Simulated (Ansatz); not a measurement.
MnHg (P4/mmm); free moments.

```yaml
crystal:
  lattice:
    - [3.28800, 0.00000, 0.00000]
    - [0.00000, 3.28800, 0.00000]
    - [0.00000, 0.00000, 3.31300]
  atoms:
    - { symbol: Mn, position: [0.50000, 0.50000, 0.50000] }
    - { symbol: Hg, position: [0.00000, 0.00000, 0.00000] }
```

The reference geometry is a structure as deposited in COD; nothing is relaxed.

Settings: PBE, 12×12×12 k mesh, Fermi–Dirac smearing of 0.05 eV. LAPW is all-electron LAPW in Ansatz 0.2.0. Site moments are integrated in spheres about the atoms. Start moments (μB): Mn1 4.

The self-consistent cycle went as follows.

| iteration | Harris–Foulkes energy less the last (meV) | density residual (eV) | M (μB) | ∫|m| (μB) |
| --- | --- | --- | --- | --- |
| 1 | -1000.197 | 1.5e+00 | 3.4893 | 3.6710 |
| 2 | -221.805 | 4.7e-02 | 3.8232 | 4.0156 |
| 3 | -23.194 | 8.0e-02 | 3.7806 | 4.0331 |
| 4 | -3.402 | 3.7e-02 | 3.8016 | 4.0634 |
| 5 | 1.272 | 4.3e-03 | 3.8521 | 4.1094 |
| 6 | -2.079 | 4.9e-03 | 3.8543 | 4.1130 |
| 7 | 0.080 | 4.7e-04 | 3.8695 | 4.1267 |
| 8 | 0.009 | 2.3e-05 | 3.8767 | 4.1334 |
| 9 | -0.001 | 3.1e-05 | 3.8774 | 4.1342 |
| 10 | 0.004 | 8.3e-06 | 3.8783 | 4.1350 |
| 11 | 0.002 | 9.7e-06 | 3.8781 | 4.1348 |
| 12 | 0.000 | 1.9e-06 | 3.8786 | 4.1352 |
| 13 | 0.000 | 2.0e-07 | 3.8788 | 4.1355 |
| 14 | 0.000 | 1.1e-07 | 3.8788 | 4.1355 |
| 15 | 0.000 | 2.8e-08 | 3.8788 | 4.1355 |

Site moments (μB): Mn1 3.90, Hg2 -0.05. Cell moment 3.88 μB.

The Ansatz runs typed with the search for lower states off end where their start leads. Spin–orbit coupling is left out although heavy atoms are present. These are results for the start and cell typed. The real compound can order otherwise, in a larger cell, or not at all, since semilocal functionals at zero temperature often overstate magnetism.
